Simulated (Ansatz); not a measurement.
A run on Si with Ge replacing Si

```yaml
crystal:
  lattice:
    - [0.0, 8.14068, 8.14068]
    - [8.14068, 0.0, 8.14068]
    - [8.14068, 8.14068, 0.0]
  atoms:
    - { symbol: Ge, position: [0.25, 0.25, 0.25] }
    - { symbol: Si, position: [0.25, 0.25, 0.5833333333] }
    - { symbol: Si, position: [0.25, 0.25, 0.9166666667] }
    - { symbol: Si, position: [0.25, 0.5833333333, 0.25] }
    - { symbol: Si, position: [0.25, 0.5833333333, 0.5833333333] }
    - { symbol: Si, position: [0.25, 0.5833333333, 0.9166666667] }
    - { symbol: Si, position: [0.25, 0.9166666667, 0.25] }
    - { symbol: Si, position: [0.25, 0.9166666667, 0.5833333333] }
    - { symbol: Si, position: [0.25, 0.9166666667, 0.9166666667] }
    - { symbol: Si, position: [0.5833333333, 0.25, 0.25] }
    - { symbol: Si, position: [0.5833333333, 0.25, 0.5833333333] }
    - { symbol: Si, position: [0.5833333333, 0.25, 0.9166666667] }
    - { symbol: Si, position: [0.5833333333, 0.5833333333, 0.25] }
    - { symbol: Si, position: [0.5833333333, 0.5833333333, 0.5833333333] }
    - { symbol: Si, position: [0.5833333333, 0.5833333333, 0.9166666667] }
    - { symbol: Si, position: [0.5833333333, 0.9166666667, 0.25] }
    - { symbol: Si, position: [0.5833333333, 0.9166666667, 0.5833333333] }
    - { symbol: Si, position: [0.5833333333, 0.9166666667, 0.9166666667] }
    - { symbol: Si, position: [0.9166666667, 0.25, 0.25] }
    - { symbol: Si, position: [0.9166666667, 0.25, 0.5833333333] }
    - { symbol: Si, position: [0.9166666667, 0.25, 0.9166666667] }
    - { symbol: Si, position: [0.9166666667, 0.5833333333, 0.25] }
    - { symbol: Si, position: [0.9166666667, 0.5833333333, 0.5833333333] }
    - { symbol: Si, position: [0.9166666667, 0.5833333333, 0.9166666667] }
    - { symbol: Si, position: [0.9166666667, 0.9166666667, 0.25] }
    - { symbol: Si, position: [0.9166666667, 0.9166666667, 0.5833333333] }
    - { symbol: Si, position: [0.9166666667, 0.9166666667, 0.9166666667] }
    - { symbol: Si, position: [0.1666666667, 0.1666666667, 0.1666666667] }
    - { symbol: Si, position: [0.1666666667, 0.1666666667, 0.5] }
    - { symbol: Si, position: [0.1666666667, 0.1666666667, 0.8333333333] }
    - { symbol: Si, position: [0.1666666667, 0.5, 0.1666666667] }
    - { symbol: Si, position: [0.1666666667, 0.5, 0.5] }
    - { symbol: Si, position: [0.1666666667, 0.5, 0.8333333333] }
    - { symbol: Si, position: [0.1666666667, 0.8333333333, 0.1666666667] }
    - { symbol: Si, position: [0.1666666667, 0.8333333333, 0.5] }
    - { symbol: Si, position: [0.1666666667, 0.8333333333, 0.8333333333] }
    - { symbol: Si, position: [0.5, 0.1666666667, 0.1666666667] }
    - { symbol: Si, position: [0.5, 0.1666666667, 0.5] }
    - { symbol: Si, position: [0.5, 0.1666666667, 0.8333333333] }
    - { symbol: Si, position: [0.5, 0.5, 0.1666666667] }
    - { symbol: Si, position: [0.5, 0.5, 0.5] }
    - { symbol: Si, position: [0.5, 0.5, 0.8333333333] }
    - { symbol: Si, position: [0.5, 0.8333333333, 0.1666666667] }
    - { symbol: Si, position: [0.5, 0.8333333333, 0.5] }
    - { symbol: Si, position: [0.5, 0.8333333333, 0.8333333333] }
    - { symbol: Si, position: [0.8333333333, 0.1666666667, 0.1666666667] }
    - { symbol: Si, position: [0.8333333333, 0.1666666667, 0.5] }
    - { symbol: Si, position: [0.8333333333, 0.1666666667, 0.8333333333] }
    - { symbol: Si, position: [0.8333333333, 0.5, 0.1666666667] }
    - { symbol: Si, position: [0.8333333333, 0.5, 0.5] }
    - { symbol: Si, position: [0.8333333333, 0.5, 0.8333333333] }
    - { symbol: Si, position: [0.8333333333, 0.8333333333, 0.1666666667] }
    - { symbol: Si, position: [0.8333333333, 0.8333333333, 0.5] }
    - { symbol: Si, position: [0.8333333333, 0.8333333333, 0.8333333333] }
kpoints:
  mp_grid: { grid: [2, 2, 2] }
scf:
  occupation: { method: fermi_dirac, width: 0.01 }
  max_iter: 50
hamiltonian:
  xc: pbe
  pseudopotentials: { kind: paw }
output:
  forces: true
  stress: true
  populations: true
  efg: { quadrupole_moments_barn: { Ge: -0.196 }, contact_densities: true }
```

```sh
ansatz run input.yaml --threads 1 --pin off --max-ram 3072MiB --backend cpu --events-out ev --progress --plain --runs-dir out
```

(1) Does this calculation finish, and if not, why?

Answers

(1) The program refused the input. The input holds a misspelt key. The program says:

```
Error: YAML parse error: error: line 64 column 3: unknown field `occupation`, expected one of max_iter, algorithm, n_extra_bands, self_checks, convergence, lower_state_search, omitted_lower_state_checks, lower_solution_reach, mixing, occupations, eigensolver, initial_density, exx
  --> <input>:64:3
   |
62 |   mp_grid: { grid: [2, 2, 2] }
63 | scf:
64 |   occupation: { method: fermi_dirac, width: 0.01 }
   |   ^ unknown field `occupation`, expected one of max_iter, algorithm, n_extra_bands, self_checks, convergence, lower_state_search, omitted_lower_state_checks, lower_solution_reach, mixing, occupations, eigensolver, initial_density, exx
65 |   max_iter: 50
66 | hamiltonian:
   |
```

Against a sound input the change was `scf.occupations`: occupations → occupation; `scf.max_iter`: not typed → 50.

With the sound settings the run converges and gives V_zz (10²¹ V/m²) Si2 -0.036 (η 0.57), Si28 0.39 (η 0.00), Si30 -0.012 (η 0.30), Si32 -0.006 (η 0.51), and under 0.004 at the other sites; a site carries the number of its first atom in the input. The defect repeats with the cell of 54 atoms, so it feels its images: sites between two images don't show the values beside a lone defect, and zeros or small values of η there can come from the images' arrangement. With a gap of 0.7 eV on this mesh, small gradients can still move by 0.1 × 10²¹ V/m² or more as the k-mesh gets denser. The neighbours have not yet relaxed around the defect (largest force 0.49 eV/Å), so a real crystal will differ.
